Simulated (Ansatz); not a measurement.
FeO: do energies and stresses tell the same story?

Theory: DFT PBEsol, scalar-relativistic, plane waves, PAW in Ansatz.

Cutoff 420 eV; k points 18×18×18 on the computed 2-atom cell (Γ-centred); Gaussian smearing, width 0.10 eV; collinear spin from starting moments 3.76 0.37 μB.

Relaxed cell: Fm-3m, a = 4.246 Å, b = 4.246 Å, c = 4.246 Å, α = 90.00°, β = 90.00°, γ = 90.00°, 2 atoms in the primitive cell.

Energies at zero smearing and pressures from the stress tensor, at volumes with shape and atoms relaxed:
```csv
V (Å³/atom),E − E(first) (meV/atom),P (GPa)
8.992,0.00,14.18
9.279,-19.09,6.79
9.566,-25.02,0.01
9.853,-19.61,-5.78
10.140,-4.68,-10.67
```

Question: Check P = −dE/dV between neighbouring volumes, and get the bulk modulus from the pressures alone.

Answer: With 1 eV/Å³ = 160.2 GPa:
```json
{"middle V (Å³/atom)": "9.136", "−ΔE/ΔV (GPa)": "10.660", "mean P (GPa)": "10.484"}
{"middle V (Å³/atom)": "9.423", "−ΔE/ΔV (GPa)": "3.306", "mean P (GPa)": "3.398"}
{"middle V (Å³/atom)": "9.710", "−ΔE/ΔV (GPa)": "-3.016", "mean P (GPa)": "-2.885"}
{"middle V (Å³/atom)": "9.997", "−ΔE/ΔV (GPa)": "-8.338", "mean P (GPa)": "-8.226"}
```

The two differ by 0.18 GPa at most. The mean of two end pressures misses the average over a step by about ΔV² P″/12, up to 0.09 GPa here; with that taken off 0.20 GPa remains. The stress is the derivative of the free energy, not of the energy at zero smearing, and with free energies 0.02 GPa remains. Around V = 9.566 Å³/atom, the two neighbours give B = −V ΔP/ΔV = 9.566 × 12.57 / 0.574 = 209.4 GPa, against B0 = 209.1 GPa from the Birch–Murnaghan fit of the energies.

The cell holds one magnetic atom, so it can only be ferromagnetic; an antiferromagnetic order may lie lower.

Only this magnetic start was tried.